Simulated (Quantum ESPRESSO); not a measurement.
# Computed records: Hf$_{2}$InO$_{5}$F (made-up cell, one site empty)

Calculation on a made-up crystal cell, not a measurement, run twice, once with a planted mistake found by running each candidate: periodic Kohn-Sham density functional theory in plane waves with PseudoDojo standard norm-conserving scalar-relativistic pseudopotentials, each functional with its own files (v0.5 for PBE, v0.4.1 for LDA and PBEsol), no spin polarisation, no spin-orbit coupling, atoms not relaxed, stress positive in tension, energies less a fixed whole-eV offset for each atom's element; levels are Kohn-Sham levels at fractions of this cell's reciprocal vectors, counted from the reference band (half the neutral cell's valence electrons, rounded up) at Gamma; error bars cover cutoff and k-mesh only, not smearing or the files; each bar is the largest change over components, and at least 0.002 eV, 0.002 eV per angstrom or 0.02 GPa; a charged cell sits in a uniform background, with energy and stress on this program's zero of potential; no dispersion term; energies are for the whole cell, and the offsets were chosen from early runs and are not element reference energies; a distance is the largest change of any value in units of its error bar (the energy's for the smearing term), a scale change is of lengths, and a coarse mesh keeps the half-step shift. Program: Quantum ESPRESSO 7.5.

## Hf$_{2}$InO$_{5}$F (made-up cell, one site empty)

Intended structure:
```
CELL_PARAMETERS angstrom
2.78740 1.47160 4.77880
-2.70150 1.47600 4.72910
0.04670 -3.10630 4.80540
ATOMIC_POSITIONS crystal
In 0.33653 0.34073 0.36698
Hf 0.14290 0.14624 0.15708
Hf 0.65413 0.63504 0.63894
O 0.56044 0.94413 0.24817
O 0.23585 0.58023 0.94392
F 0.95221 0.24278 0.54561
O 0.44521 0.06116 0.75925
O 0.74723 0.43580 0.06627
O 0.05988 0.75090 0.45715
```

```
lattice type                         : corundum
empty site                           : 4
intended functional                  : pbe
intended cutoff                      : 1143 eV
intended fermi dirac smearing        : 0.025 eV
intended scf tolerance               : 1e-07 eV
intended electrons removed           : 0
healthy free energy less offsets     : 5.844 eV
healthy scf iterations               : 16
healthy smearing term minus ts       : 0 eV
healthy pressure                     : -2.69 GPa
healthy stress xx                    : 5.91 GPa
healthy stress yy                    : 6.01 GPa
healthy stress zz                    : -3.84 GPa
healthy stress yz                    : -1.54 GPa
healthy stress xz                    : 3.3 GPa
healthy stress xy                    : -5.06 GPa
faulty free energy less offsets      : 7.556 eV
faulty scf iterations                : 16
faulty smearing term minus ts        : 0 eV
faulty pressure                      : -17.93 GPa
faulty stress xx                     : 21.05 GPa
faulty stress yy                     : 21.34 GPa
faulty stress zz                     : 11.4 GPa
faulty stress yz                     : -1.54 GPa
faulty stress xz                     : 3.33 GPa
faulty stress xy                     : -5.1 GPa
candidate k points along each vector : 2
candidate cutoff                     : 761 eV
candidate smearing                   : 0.83 eV
candidate functional                 : pbesol
candidate scf tolerance              : 0.7 eV
candidate electrons removed          : -1
candidate scale change               : -0.89 percent
candidate first exchanged site       : 6
candidate second exchanged site      : 7
intended k mesh                      : 5 x 5 x 5, shifted by half a step
structure shown                      : as intended, without the mistake
fault kind                           : low cutoff
other mistakes compared              : 7
distance from healthy                : 664.4 error bars
distance from nearest other mistake  : 624 error bars
healthy error bar energy             : 0.002578 eV
healthy error bar stress             : 0.02834 GPa
healthy error bar force              : 0.002 eV/Å
```

Atoms:
```
atoms element  atom site  atom energy offset (eV)
           In          1                    -1808
           Hf          2                    -1535
           Hf          3                    -1535
            O          5                     -452
            O          6                     -452
            F          7                     -677
            O          8                     -452
            O          9                     -452
            O         10                     -452
```

Healthy forces:
```
site  x (eV/Å)  y (eV/Å)  z (eV/Å)
   1     1.344     2.311     3.998
   2     0.856     2.754    -3.074
   3    -3.466     -0.77       2.2
   5    -0.372    -2.128     0.209
   6     2.328     0.036     0.283
   7    -1.222    -1.796    -0.606
   8    -0.325    -0.885    -0.895
   9     1.407     0.521    -0.522
  10    -0.551    -0.042    -1.594
```

Faulty forces:
```
site  x (eV/Å)  y (eV/Å)  z (eV/Å)
   1     1.347     2.337     3.993
   2     0.857     2.749     -3.08
   3    -3.468    -0.771     2.194
   5    -0.381    -2.134     0.221
   6     2.344     0.043     0.301
   7    -1.256    -1.823    -0.622
   8    -0.307    -0.895    -0.901
   9     1.411     0.523    -0.516
  10    -0.547    -0.028    -1.591
```

Candidate mistake: coarse kmesh, low cutoff, wide smearing, wrong functional, loose scf, wrong charge, cell scaled, atoms exchanged

Notes: the hafnium pseudopotential is less sure than the others, with forces about 3 percent (worst 6) and pressure in oxides about 1.5 GPa (worst 2.7) from a second method in checks, which the error bars do not cover.
